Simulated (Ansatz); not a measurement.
Input file for Ansatz (a first-principles code):

Ansatz 0.2 input:
```yaml
crystal:
  lattice:
    - [-3.0126426427, 3.0126426427, 1.6085833423]
    - [3.0126426427, -3.0126426427, 1.6085833423]
    - [3.0126426427, 3.0126426427, -1.6085833423]
  atoms:
    - { symbol: Sn, position: [0.0, 0.0, 0.0] }
    - { symbol: Bi, position: [0.75, 0.25, 0.5] }
kpoints:
  mp_grid: { grid: [14, 14, 14] }
hamiltonian:
  xc: lda
  pseudopotentials: { kind: paw }
scf:
  occupations: { method: fermi_dirac, width: 0.1 }
phonons:
  method: dfpt
  response_accuracy: low
  eigenvectors: true
  rigid_motions: translations
```

Output (shortened):

```
Pseudopotential: Sn, paw, valence charge 14
Pseudopotential: Bi, paw, valence charge 15
Functional definition: SPW92
Crystal: 2 atoms, lattice volume = 58.398 Å³
Basis set: ecut = 420 eV, 1157 PW (Γ), exchange–correlation on 64×64×64 points (8 copies of the dense FFT grid, shifted against one another)
Bands: 19, of which v1, the nominal top of the filled ones, is band 15 counted from 1 (14 counted from 0)
Symmetry: 8 space group operations
k-points: 428 of 2744 (irreducible under 4 space group operations, time reversal used)
SCF iter   1: F=—  HF=-17965.356929 eV  |F-HF|=—  |Δ(HF+E_count)|=         —  Δρ=5.43e-3  dr2=7.73e-3  ethr=1.77e-3  ⟨swp⟩=5.9  Hψ=42344  notcnv=0
preconditioner: auto → Kerker (q_TF=auto, 2.428 Å⁻¹)
SCF iter   2: F=—  HF=-17965.353460 eV  |F-HF|=—  |Δ(HF+E_count)|=   3.47e-3  Δρ=2.71e-3  dr2=2.03e-3  ethr=2.67e-5  ⟨swp⟩=2.3  Hψ=14444  notcnv=0
SCF iter   3: F=—  HF=-17965.352875 eV  |F-HF|=—  |Δ(HF+E_count)|=   5.85e-4  Δρ=4.54e-4  dr2=1.34e-4  ethr=7.00e-6  ⟨swp⟩=2.7  Hψ=13805  notcnv=0
SCF iter   4: F=—  HF=-17965.352843 eV  |F-HF|=—  |Δ(HF+E_count)|=   3.19e-5  Δρ=1.34e-4  dr2=1.40e-5  ethr=4.60e-7  ⟨swp⟩=2.1  Hψ=10526  notcnv=0
SCF iter   5: F=—  HF=-17965.352839 eV  |F-HF|=—  |Δ(HF+E_count)|=   3.96e-6  Δρ=3.54e-5  dr2=1.17e-6  ethr=4.81e-8  ⟨swp⟩=2.2  Hψ=9899  notcnv=0
SCF iter   6: F=—  HF=-17965.352840 eV  |F-HF|=—  |Δ(HF+E_count)|=   9.30e-7  Δρ=7.39e-6  dr2=3.59e-8  ethr=4.04e-9  ⟨swp⟩=2.9  Hψ=14506  notcnv=0
SCF iter   7: F=—  HF=-17965.352840 eV  |F-HF|=—  |Δ(HF+E_count)|=   3.83e-9  Δρ=1.65e-6  dr2=1.80e-9  ethr=1.24e-10  ⟨swp⟩=1.6  Hψ=9267  notcnv=0
SCF iter   8: F=—  HF=-17965.352840 eV  |F-HF|=—  |Δ(HF+E_count)|=  2.91e-11  Δρ=2.96e-7  dr2=6.12e-11  ethr=6.20e-12  ⟨swp⟩=2.2  Hψ=11321  notcnv=0
SCF iter   9: F=-17965.352840 eV  HF=-17965.352840 eV  |F-HF|=0.00e0  |Δ(HF+E_count)|=    0.00e0  Δρ=6.33e-8  dr2=2.97e-12  ethr=1.00e-12  ⟨swp⟩=6.8  Hψ=38487  notcnv=0
SCF 1 converged in 9 iterations: F = -17965.352840 eV  dr2 = 2.97e-12
DFPT response loops at Γ: preconditioner auto → Kerker (q_TF=auto, 2.428 Å⁻¹) (partly filled bands, converged f_vac=0.000) …
SCF converged after 9 iterations
Free energy (F): -17965.352840 eV
Harris-Foulkes:  -17965.352840 eV  (|F-HF|=0.00e0)
Internal energy: -17965.319473 eV  (E = F + TS)
E sigma→0 (E₀):  -17965.336156 eV
Entropy (-TS):   -0.033367 eV (-16.683 meV/atom)
Fermi energy:    10.859834 eV
--- Per-component energies (eV) ---
  E_band       = -172.499692
  E_kinetic    = 492.128502
  E_local      = -2295.319872  (includes V_loc(G=0)·N_el)
  E_nonlocal   = 535.149841
  E_hartree    = 991.131604
  E_xc         = -530.521411
  E_vxc        = -244.457525  (∫ρ·V_xc dr)
  E_paw        = -14346.567028  (= ΣΔE_a)
  E_vpaw       = -642.263305  (= ΣTr[D̂ρ^β])
  E_aug_tail   = -0.000528  (compensation charges beyond the density's cutoff)
  E_ewald      = -2811.740595
  E_core_change = 0.420013  (= ΣΔE_core)
  E_smearing   = -0.033367  (= −TS)
  E_closure    = 0.000000  (closes the sum)
  Σ components = -17965.352840   (vs F -17965.352840, Δ=0.00e0)
  [band-id]    e_kinetic+e_local+e_nonlocal+2·e_hartree+e_vxc+e_vpaw+e_augmentation_tail = -172.499679   (vs E_band -172.499692, Δ=1.33e-5)
--- Band table (eV; the first three rows and the last of 428) ---
  k-point 0: bands = ["-11.9993", "-11.8449", "-11.8052", "-11.7535", "-11.7535", "-10.5878", "-10.4643", "-10.4450", "-10.4258", "-10.4258", "-2.0702", "4.7489", "8.1684", "8.1684", "13.7213", "15.6920", "15.6920", "15.9807", "17.3055"]
  k-point 1: bands = ["-11.9994", "-11.8437", "-11.8042", "-11.7538", "-11.7535", "-10.5874", "-10.4645", "-10.4478", "-10.4256", "-10.4247", "-2.0376", "4.5623", "8.2194", "8.3059", "13.8994", "15.3321", "15.4145", "16.0228", "17.2796"]
  k-point 2: bands = ["-11.9996", "-11.8403", "-11.8015", "-11.7545", "-11.7535", "-10.5864", "-10.4650", "-10.4549", "-10.4251", "-10.4225", "-1.9417", "4.0966", "8.3714", "8.6394", "14.4120", "14.6292", "14.7730", "15.9620", "17.1639"]
  k-point 427: bands = ["-12.0012", "-11.8288", "-11.7747", "-11.7501", "-11.7501", "-10.5803", "-10.5078", "-10.4603", "-10.4232", "-10.4232", "-0.5596", "3.1705", "5.7232", "5.7232", "14.7528", "15.7148", "18.3248", "18.3248", "22.3060"]
--- Phonons (Γ-DFPT): 4 representative perturbations + reference, on 428 of 2744 k-points (Σ response iterations 8) ---
  ASR residual: 6.681e-4 → 0.000e0 eV/Å²; symmetrization residual: 4.386e-4 eV/Å²
  ASR residual per site (eV/Å²): 4.55e-4 6.68e-4
  Γ frequencies (cm⁻¹): 0.00 0.00 0.00 41.05 95.51 95.51
  non-analytic LO–TO correction: not included (Born effective charges unavailable; polar crystals: no LO–TO splitting at Γ)
```

Cost: about 4 core-minutes (a rough figure) on shared cores.

Space group I-4m2. The workflow started from a Materials Project entry (that database holds measured and hypothetical structures alike); the Crystallography Open Database copy checked does not list it. With Sn and Bi taken as one species the cell has the higher symmetry I4_1/amd, so it may be an ordered model of a mixed-site phase. Its standing as an ambient phase is unchecked. The LDA relaxation kept the symmetry of its start; whether a distortion lowers the energy is not shown. As this level gives no gap, phonon frequencies hold no LO–TO term and depend on the k-mesh and smearing (Fermi–Dirac, 0.1 eV here). Scalar-relativistic: spin–orbit coupling is off unless named, which matters more the heavier the elements.

Potentials: the later of the program's two PAW sets.

Ansatz is a plane-wave DFT program.
